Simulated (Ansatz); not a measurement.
**Calculated quadrupolar parameters for BH5NCl**

The cell is a computed structure from the Materials Project (it need not be an observed phase).

```cif
data_BH5NCl
_symmetry_space_group_name_H-M 'Cmc2_1'
_symmetry_Int_Tables_number 36
_cell_length_a 7.0673
_cell_length_b 6.1422
_cell_length_c 8.6705
_cell_angle_alpha 90.000
_cell_angle_beta 90.000
_cell_angle_gamma 90.000
loop_
_atom_site_label
_atom_site_type_symbol
_atom_site_symmetry_multiplicity
_atom_site_Wyckoff_symbol
_atom_site_fract_x
_atom_site_fract_y
_atom_site_fract_z
B B 4 a 0.5000 0.6462 0.5206
H3 H 4 a 0.5000 0.2953 0.5451
H5 H 8 b 0.6176 0.3709 0.3895
H9 H 8 b 0.3561 0.6739 0.5930
N N 4 a 0.5000 0.4041 0.4551
Cl Cl 4 a 0.5000 0.8393 0.3490
```

One atom of each set is listed; the run and its k-mesh use a cell of 16 atoms with edges of 4.68, 4.68, 8.67 Å.

Computed with Ansatz: DFT, PBE, plane waves and PAW, scalar-relativistic, 420 eV cutoff, Γ-centred 7×7×4 k-points, Fermi–Dirac smearing 0.05 eV.

Conventions: |V_zz| ≥ |V_yy| ≥ |V_xx|, η = (V_xx − V_yy)/V_zz, C_Q = eQV_zz/h.

B-10: I = 3, Q = 84.59 mb; ²H: I = 1, Q = 2.858 mb; 14N: I = 1, Q = 20.44 mb; 35Cl: I = 3/2, Q = -81.12 mb. Nuclear quadrupole moments: year-2017 set (Pyykkö).

```
site  atoms                                   first shell  V_zz (10²¹ V/m²)     η  C_Q (MHz)
   B      2  2 H at 1.21 Å, 1 N at 1.59 Å, 1 Cl at 1.90 Å             -2.28  0.81      -4.66
  H3      2                                 1 N at 1.03 Å              3.26  0.03      0.225
  H5      4                                 1 N at 1.03 Å              3.22  0.03      0.222
  H9      4             1 B at 1.21 Å; also 1 N at 2.28 Å              1.85  0.04      0.128
   N      2                  3 H at 1.03 Å, 1 B at 1.59 Å             -2.81  0.04      -1.39
  Cl      2                                 1 B at 1.90 Å             18.49  0.02      -36.3
```

At H3 and H5 V_zz points along its bond to N (within 1°) in each case. At H9 and Cl V_zz points along its bond to B (within 1°) in each case.

The lattice is static: at room temperature NH₃ may turn and average the couplings of its hydrogen.
